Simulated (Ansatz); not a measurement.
NaCl (rock salt, Fm-3m), a = b = c = 5.602 Å, α = β = γ = 90.00°; the cell used has 2 atoms.

Relaxed with PBEsol.

Give the optical modes at the zone centre with their infrared activity from DFPT, PBEsol (plane waves, PAW; program Ansatz).

Transverse frequencies, without the LO–TO term; a row sums one degenerate level.

```
ω (cm⁻¹)  degeneracy  IR ((D/Å)²/amu)  activity  symmetry
--------  ----------  ---------------  --------  --------
166                3             5.91        IR       T1u
```

How high does the top mode go among those that the LO–TO term moves?

255 cm⁻¹ for q along x.

The PBEsol relaxation kept the symmetry of its start; phonons on a q-mesh show no instability.

Potentials: the earlier of the program's two PAW sets.
